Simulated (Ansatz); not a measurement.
The start is a relaxed Ti3Al cell with every coordinate shifted by Gaussian noise of σ = 0.45 Å. A full variable-cell relaxation at zero pressure is run with PBE (plane waves to 420 eV, PAW, scalar-relativistic; Ansatz, a quantum-chemistry and plane-wave program). First-step values are on the input's coarse k-mesh.

Ansatz input (later rounds restart from its end on a renewed k-mesh):
Ansatz 0.2 input:
```yaml
crystal:
  lattice:
    - [5.755766789, 0, 0]
    - [-2.8778833945, 4.9846402576, 0]
    - [0, 0, 4.6540222053]
  atoms:
    - { symbol: Ti, position: [0.7473375649, 0.6782589688, 0.2057584589] }
    - { symbol: Ti, position: [0.147235963, 0.9110292011, 0.8553801936] }
    - { symbol: Ti, position: [0.3631287474, 0.1365782165, 0.2217525805] }
    - { symbol: Ti, position: [0.338424865, 0.3831155641, 0.7440579771] }
    - { symbol: Ti, position: [0.7547295563, 0.121576378, 0.3540834672] }
    - { symbol: Ti, position: [0.6007925018, 0.6940107445, 0.8338178956] }
    - { symbol: Al, position: [0.2758924756, 0.5814980705, 0.3074357894] }
    - { symbol: Al, position: [0.5362385995, 0.2359917595, 0.7921089435] }
basis: { ecutwfc: 420, ecutrho_ratio: 4, xc_grid: 2, fft_grid_basis: typed }
kpoints: { mp_grid: { grid: [7, 7, 7] } }
hamiltonian:
  xc: pbe
  dispersion: none
  pseudopotentials: { azcp: { folder: ./paw }, kind: paw }
scf: { occupations: { method: fermi_dirac, width: 0.05 } }
relax: { f_tol: 0.01, max_steps: 100, cell: { stress_tol: 0.02 } }
output: { forces: true, stress: true }
```

Q: How much energy is released per atom?

A: About 2.1 eV/atom.

Q: Does it find its way back to the structure it was made from?

A: The parent structure is recovered, P6₃/mmc (No. 194).

Q: Is the relaxed structure metallic? Give its gap.

A: Zero (metallic).

Relaxed structure:

Space group P6₃/mmc (No. 194); a = 5.756 Å, b = 5.756 Å, c = 4.654 Å, α = 90.00°, β = 90.00°, γ = 120.00°

```csv
atom,site,symmetry,x,y,z
Ti,6h,mm2,0.3394,0.1697,0.2500
Al,2c,-6m2,0.3333,0.6667,0.2500
```

Final values are on a 10×10×10 k-mesh of the relaxed cell. The start holds a very short contact (Ti–Ti 1.72 Å). No spin polarisation in the result.
